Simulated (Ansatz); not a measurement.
A geometry of Ru away from equilibrium: step 4 of the relaxation of a relaxed Ru cell, doubled along one cell vector, shaken by Gaussian noise of σ = 0.08 Å a coordinate. The numbers are results of PBE (plane waves to 420 eV, PAW, scalar-relativistic; Ansatz, a quantum-chemistry and plane-wave program), not measurements. Γ-centred k-mesh 5×10×5 on the run's cell (coarser than for final values), Fermi–Dirac smearing 0.05 eV. The plane waves were selected for a different cell earlier on the path.

```xyz
8
Lattice="7.4398 -0.0018 0.0440 -1.8607 3.2148 0.0123 0.0399 0.0488 6.6050" Properties=species:S:1:pos:R:3 pbc="T T T"
Ru     0.0766     1.8473     0.4660
Ru     3.8349     1.7430     0.5252
Ru     1.8407     1.3949     3.7711
Ru     5.5148     1.4788     3.8317
Ru     1.9847     0.8127     6.1812
Ru     5.7128     0.7208     6.2077
Ru    -0.0141     2.4602     2.8458
Ru     3.6739     2.5647     2.8789
```

### Question
What forces act on the atoms (eV/Å)?

### Answer
```
atom     Fx     Fy     Fz
----  -----  -----  -----
Ru1   -0.35  -0.49   0.49
Ru2   -0.08  -0.03   0.74
Ru3    0.30   0.03   0.48
Ru4    0.14   0.14   0.51
Ru5   -0.05   0.43  -0.82
Ru6    0.37   0.33  -0.64
Ru7   -0.16  -0.08  -0.35
Ru8   -0.17  -0.33  -0.41
```

The path ends in P6₃/mmc (No. 194) (hcp (Mg type)). No spin polarisation in the result.

Of the parent cell (P6₃/mmc (No. 194)): it is a generated cell of Ru: the first start was made by placing the elements on the sites of a structure type, and the end was not matched to a known phase here, so it may be hypothetical. A known form of Ru has the same space group but another cell.
